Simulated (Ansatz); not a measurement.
La2B4Rh5 in space group Fmmm (No. 69; Pearson symbol oF44) at seven volumes, plane-wave PAW LDA (Ansatz code), shape and atoms relaxed at each. One row is withheld.

```json
[
 {"V (Å³/atom)": "12.422", "P (GPa)": "23.48"},
 {"V (Å³/atom)": "12.831", "P (GPa)": "14.37"},
 {"V (Å³/atom)": "13.241", "P (GPa)": "6.60"},
 {"V (Å³/atom)": "13.650", "P (GPa)": "0.00"},
 {"V (Å³/atom)": "14.060", "P (GPa)": "?"},
 {"V (Å³/atom)": "14.469", "P (GPa)": "-10.34"},
 {"V (Å³/atom)": "14.879", "P (GPa)": "-14.36"}
]
```

Q: Fit the shown pressures and predict the withheld one.

A: P = (3/2)B₀(x^(7/2) − x^(5/2))[1 + (3/4)(B′ − 4)(x − 1)] with x = (V₀/V)^(2/3). Least squares on the six rows gives V₀ = 13.651 Å³/atom, B₀ = 202 GPa, B′ = 4.43. At V = 14.060, x = 0.9805 and P = -5.59 GPa. The run itself gave -5.60 GPa.

The workflow started from an entry of the Crystallography Open Database (COD). Whether it is the stable phase at ambient conditions was not checked. The cell was relaxed with LDA under the symmetry of its start; whether a distortion lowers the energy is not shown. No spin polarisation was allowed. Spin–orbit coupling is left out wherever it is not named.

Potentials: the later of the program's two PAW sets.
